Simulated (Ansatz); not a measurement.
Nb₂O₅:
```cif
data_Nb4O10
_chemical_formula_sum 'Nb4 O10'
_space_group_name_H-M_alt 'P 1'
_space_group_IT_number 1
_cell_length_a 3.82213
_cell_length_b 12.91801
_cell_length_c 3.97911
_cell_angle_alpha 90.000
_cell_angle_beta 90.000
_cell_angle_gamma 90.000
loop_
_space_group_symop_operation_xyz
  'x, y, z'
loop_
_atom_site_label
_atom_site_type_symbol
_atom_site_fract_x
_atom_site_fract_y
_atom_site_fract_z
_atom_site_occupancy
Nb1 Nb 0.00000 0.14631 0.93000 1
Nb2 Nb 0.00000 0.85369 0.93000 1
Nb3 Nb 0.50000 0.35369 0.07000 1
Nb4 Nb 0.50000 0.64631 0.07000 1
O1 O 0.00000 0.00000 0.98674 1
O2 O 0.50000 0.50000 0.01326 1
O3 O 0.00000 0.14896 0.48434 1
O4 O 0.00000 0.85104 0.48434 1
O5 O 0.50000 0.35104 0.51566 1
O6 O 0.50000 0.64896 0.51566 1
O7 O 0.50000 0.18474 0.99406 1
O8 O 0.50000 0.81526 0.99406 1
O9 O 0.00000 0.31526 0.00594 1
O10 O 0.00000 0.68474 0.00594 1
```

Relaxed with r²SCAN.

**Question.** Which orbitals make up the states near the band edges in DFT-r²SCAN in the program Ansatz with PAW potentials?

**Answer.** Top 1 eV of the valence band: O 2p 96 %. Bottom 1 eV of the conduction band: Nb 4d 83 %, O 2p 12 %. Projections are on Löwdin-orthogonalised atomic valence shells; empty p or d shells of many metals are not among them.

**Question.** Tabulate the density of states.

**Answer.** States/eV per cell of 14 atoms, in 0.25 eV bins, energy from the valence-band maximum.

| E (eV) | total | O 2p | Nb 4d | O 2s |
|---|---|---|---|---|
| -5.72 | 0.00 | 0.00 | 0.00 | 0.00 |
| -5.47 | 10.72 | 6.87 | 3.35 | 0.03 |
| -5.22 | 7.32 | 4.71 | 2.26 | 0.04 |
| -4.97 | 11.70 | 7.58 | 3.58 | 0.10 |
| -4.72 | 11.84 | 7.84 | 3.45 | 0.10 |
| -4.47 | 7.69 | 5.13 | 2.17 | 0.09 |
| -4.22 | 8.79 | 5.98 | 2.37 | 0.10 |
| -3.97 | 8.50 | 5.93 | 2.13 | 0.10 |
| -3.72 | 8.85 | 6.32 | 2.09 | 0.11 |
| -3.47 | 9.72 | 7.12 | 2.15 | 0.11 |
| -3.22 | 11.68 | 8.66 | 2.54 | 0.11 |
| -2.97 | 12.25 | 9.27 | 2.54 | 0.10 |
| -2.72 | 12.72 | 9.95 | 2.33 | 0.11 |
| -2.47 | 12.44 | 9.92 | 2.09 | 0.11 |
| -2.22 | 10.50 | 8.61 | 1.42 | 0.12 |
| -1.97 | 12.34 | 10.37 | 1.48 | 0.12 |
| -1.72 | 14.05 | 12.21 | 1.37 | 0.08 |
| -1.47 | 17.32 | 15.50 | 1.29 | 0.07 |
| -1.22 | 10.19 | 9.37 | 0.50 | 0.06 |
| -0.97 | 16.96 | 16.02 | 0.49 | 0.09 |
| -0.72 | 10.06 | 9.66 | 0.23 | 0.03 |
| -0.47 | 7.34 | 7.10 | 0.14 | 0.02 |
| -0.22 | 6.34 | 6.18 | 0.09 | 0.01 |
| 0.03 | 0.66 | 0.64 | 0.01 | 0.00 |
| 0.28 | 0.00 | 0.00 | 0.00 | 0.00 |
| 0.53 | 0.00 | 0.00 | 0.00 | 0.00 |
| 0.78 | 0.00 | 0.00 | 0.00 | 0.00 |
| 1.03 | 0.00 | 0.00 | 0.00 | 0.00 |
| 1.28 | 0.00 | 0.00 | 0.00 | 0.00 |
| 1.53 | 0.00 | 0.00 | 0.00 | 0.00 |
| 1.78 | 0.00 | 0.00 | 0.00 | 0.00 |
| 2.03 | 0.00 | 0.00 | 0.00 | 0.00 |
| 2.28 | 0.00 | 0.00 | 0.00 | 0.00 |
| 2.53 | 0.00 | 0.00 | 0.00 | 0.00 |
| 2.78 | 0.07 | 0.01 | 0.06 | 0.00 |
| 3.03 | 1.11 | 0.12 | 0.97 | 0.00 |
| 3.28 | 6.73 | 0.70 | 5.72 | 0.08 |
| 3.53 | 8.41 | 1.09 | 6.92 | 0.14 |
| 3.78 | 5.28 | 0.93 | 4.16 | 0.06 |
| 4.03 | 4.37 | 0.89 | 3.30 | 0.06 |
| 4.28 | 5.44 | 1.16 | 3.98 | 0.10 |
| 4.53 | 8.16 | 1.87 | 5.73 | 0.18 |
| 4.78 | 12.06 | 2.83 | 8.32 | 0.31 |
| 5.03 | 10.63 | 2.83 | 7.08 | 0.18 |
| 5.28 | 10.19 | 2.94 | 6.50 | 0.14 |
| 5.53 | 9.88 | 2.93 | 6.09 | 0.14 |
| 5.78 | 7.89 | 2.41 | 4.66 | 0.11 |
| 6.03 | 4.85 | 1.59 | 2.65 | 0.05 |
| 6.28 | 2.46 | 0.62 | 1.31 | 0.16 |
| 6.53 | 3.95 | 0.68 | 2.28 | 0.41 |
| 6.78 | 4.28 | 0.74 | 2.45 | 0.47 |
| 7.03 | 4.25 | 0.75 | 2.36 | 0.50 |
| 7.28 | 3.99 | 0.70 | 2.14 | 0.47 |
| 7.53 | 4.45 | 0.72 | 2.29 | 0.55 |

Space group Pmmn. The start of the workflow was typed in or built on a structure type; neither database checked (COD, Materials Project) lists it. COD files the formula under space group No. 3, 15, 139. Its standing as an ambient phase is unchecked. The r²SCAN relaxation kept the symmetry of its start; its stability against distortions is not shown here. The workflow began spin-polarised and lost its moments. Scalar-relativistic: spin–orbit coupling is off unless named, which matters more the heavier the elements.

Potentials: the earlier of the program's two PAW sets.
